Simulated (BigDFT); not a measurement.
## Stretching the C4–H11 bond of the molecule C₄H₇NSi

```xyz
13

Si     2.0923    -0.0289    -0.2517
C      0.3278     0.0148    -0.0338
C     -0.6481    -0.8844    -0.1697
C     -1.9859    -0.3108     0.1454
N     -1.7104     1.0933     0.5034
C     -0.4222     1.1978     0.3825
H      2.4559     0.1926    -1.6737
H      2.7478     1.0295     0.5570
H      2.6487    -1.3417     0.1637
H     -0.5173    -1.9151    -0.4705
H     -2.4507    -0.8313     0.9883
H     -2.6499    -0.3559    -0.7232
H      0.1121     2.1401     0.5825
```

Level of theory: BigDFT 1.9.6 with PBE, Daubechies wavelet basis, HGH (Krack) norm-conserving potentials made for PBE, isolated boundary conditions.

Settings: basis = Daubechies wavelets; dft.hgrids = 0.33 bohr; dft.rmult = 5 8; dft.ixc = 11; potentials = built-in HGH-K PBE; boundary_conditions = free; dft.gnrm_cv = 1e-05; dft.itermax = 80; dft.idsx = 6; dft.nrepmax = 3.

Atom 11 is moved along its bond to atom 4 (1.094 Å at the start); all other atoms stay.

```tsv
bond length (Å)	multiplicity	energy from the starting geometry (eV)	force on atom 11 along the bond, outward positive (eV/Å)	highest occupied level (eV)	dipole (D)
0.930	1	0.646	8.90	-6.36	1.90
1.007	1	0.168	3.89	-6.36	1.89
1.051	1	0.044	1.85	-6.36	1.89
1.094	1	0.000	0.25	-6.36	1.88
1.138	1	0.017	-0.99	-6.36	1.88
1.204	1	0.128	-2.33	-6.37	1.87
1.313	1	0.464	-3.64	-6.38	1.85
1.532	1	1.363	-4.31	-6.41	1.81
1.860	1	2.690	-3.65	-6.47	1.78
```

A cubic fit of the points within about 10 % of the start puts the minimum at 1.10 Å with a curvature of about 31 eV/Å². At 1.86 Å the energy lies 2.69 eV above the start.

The singlet runs are spin-restricted, which overestimates the energy of long bonds.

The other atoms were not relaxed at this level, so the minimum is that of this one coordinate.

The geometry comes from a semi-empirical pre-optimisation, in some cases with atoms then moved at random, and the species need not be a known compound.
